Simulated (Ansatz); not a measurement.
# BiAu (zincblende structure)

Level of theory: DFT, r²SCAN, scalar-relativistic, no spin polarisation; plane waves to 500 eV with PAW datasets (Ansatz 0.2.0), 10×10×10 k-mesh, Gaussian smearing of 0.05 eV; PAW files: Ansatz's generated set soft_2.

```cif
data_structure
_symmetry_space_group_name_H-M 'F-43m'
_symmetry_Int_Tables_number 216
_cell_length_a 6.3722
_cell_length_b 6.3722
_cell_length_c 6.3722
_cell_angle_alpha 90.000
_cell_angle_beta 90.000
_cell_angle_gamma 90.000
_cell_volume 258.74
loop_
_atom_site_label
_atom_site_type_symbol
_atom_site_symmetry_multiplicity
_atom_site_Wyckoff_symbol
_atom_site_fract_x
_atom_site_fract_y
_atom_site_fract_z
_atom_site_occupancy
Au1 Au 4 a 0.00000 0.00000 0.00000 1
Bi1 Bi 4 d 0.25000 0.25000 0.75000 1
```

The structure was built from a prototype; whether the compound forms in it isn't claimed.

The cell above was scaled in volume, its shape and atoms being fixed by the lattice's symmetry. Energies are counted from the cell above.

The cell is relaxed to zero pressure at this level.

```csv
V (Å³/atom),ΔE (meV/atom),P from the stress (GPa)
31.049,10.39,2.65
31.695,2.54,1.26
32.342,0.00,0.03
32.989,2.13,-1.06
33.636,8.40,-2.02
34.606,24.52,-3.26
```

Q: Do the energies and the pressures agree? Compare −ΔE/ΔV between neighbouring points (1 meV/Å³ = 0.1602 GPa) with the mean of their pressures.

A: 
```csv
interval (Å³/atom),−ΔE/ΔV (GPa),mean P (GPa)
31.05 to 31.70,1.9,2.0
31.70 to 32.34,0.6,0.6
32.34 to 32.99,-0.5,-0.5
32.99 to 33.64,-1.6,-1.5
33.64 to 34.61,-2.7,-2.6
```
They differ by 0.02 GPa at most.

Q: What do the two routes give for V0, B0 and B0′?

A: A third-order Birch–Murnaghan fit of the energies: V0 = 32.36 Å³/atom, B0 = 58 GPa, B0′ = 5.2. A polynomial of P in ln V, with B = −dP/d ln V at P = 0: V0 = 32.36 Å³/atom, B0 = 58 GPa, B0′ = 5.2.

B0·V0 = 57.8 GPa × 32.36 Å³ = 11.67 eV/atom sets the scale: near the minimum ΔE ≈ ½ B0 V0 x², with x = V/V0 − 1, and a pressure of 0.6 GPa squeezes the volume by about 1 %. At the ends of the curve: x = −4.0 % predicts 9.5 meV/atom and the run gives 10.4; x = +6.9 % predicts 28.2 meV/atom and the run gives 24.5. The curve is steeper than the parabola on the compressed side and flatter on the expanded side: the bulk modulus rises with pressure.

No spin–orbit coupling, a notable omission for heavy elements. The run is a metal.
